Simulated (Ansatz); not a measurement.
## Relaxing a structure of SnO

The start is a relaxed SnO cell displaced along its unstable phonon at q = Γ (307i cm⁻¹), largest move 0.15 Å. The cell and all atomic positions are relaxed at zero pressure with r2SCAN (plane waves to 500 eV, PAW, scalar-relativistic; Ansatz, an electronic-structure program). First-step values are on the input's coarse k-mesh.

Ansatz input (later rounds restart from its end on a renewed k-mesh):
Ansatz 0.2 input:
```yaml
crystal:
  lattice:
    - [3.1023842519, 0, 0]
    - [0, 3.1023842519, 0]
    - [0, 0, 3.1023842519]
  atoms:
    - { symbol: Sn, position: [0, 0, -0.0065163835] }
    - { symbol: O, position: [0.5, 0.5, 0.5483499102] }
basis: { ecutwfc: 500, ecutrho_ratio: 4, xc_grid: 4, fft_grid_basis: typed }
kpoints: { mp_grid: { grid: [7, 7, 7] } }
hamiltonian:
  xc: r2scan
  dispersion: none
  pseudopotentials: { azcp: { folder: ./paw }, kind: paw }
scf: { occupations: { method: fermi_dirac, width: 0.05 } }
relax: { f_tol: 0.01, max_steps: 100, cell: { stress_tol: 0.02 } }
output: { forces: true, stress: true }
```

Task: What is the largest force in the starting geometry, and on which atom (counted from 1)?

Result: About 0.8 eV/Å, on Sn1, O2 (atoms numbered as listed).

Task: How much energy is released per atom?

Result: 0.44 eV/atom.

Task: How do the shortest distances between atoms change?

Result: The closest pairs of elements (up to four, under 3.6 Å), start → end: O–Sn 2.59 → 2.28 Å; Sn–Sn 3.10 → 2.96 Å; O–O 3.10 → 2.96 Å.

Task: What does it relax into? Give the structure.

Result: 
```cif
data_OSn
_chemical_formula_sum 'Sn1 O1'
_space_group_name_H-M_alt 'P4/mmm'
_space_group_IT_number 123
_space_group_name_Hall '-P 4 2'
_cell_length_a 3.23066
_cell_length_b 3.23066
_cell_length_c 2.96463
_cell_angle_alpha 90.000
_cell_angle_beta 90.000
_cell_angle_gamma 90.000
loop_
_atom_site_label
_atom_site_type_symbol
_atom_site_symmetry_multiplicity
_atom_site_Wyckoff_symbol
_atom_site_fract_x
_atom_site_fract_y
_atom_site_fract_z
_atom_site_occupancy
Sn1 Sn 1 a 0.00000 0.00000 0.00000 1
O1 O 1 c 0.50000 0.50000 0.00000 1
```

Final values are on a 14×14×16 k-mesh of the relaxed cell. No spin polarisation in the result.

The run could not lose the symmetry of its start.

Of the parent cell (Pm-3m (No. 221)): it is a generated cell of SnO: the first start was made by placing the elements on the sites of a structure type, and the end was not matched to a known phase here, so it may be hypothetical. Known forms of SnO include space group No. 129.

The first start was generated by placing the elements on the sites of a structure type. Materials Project lists a structure of SnO in the same space group, P4/mmm (No. 123); the sites were not compared with it, nor with measured phases. Known forms of SnO include space group No. 129.
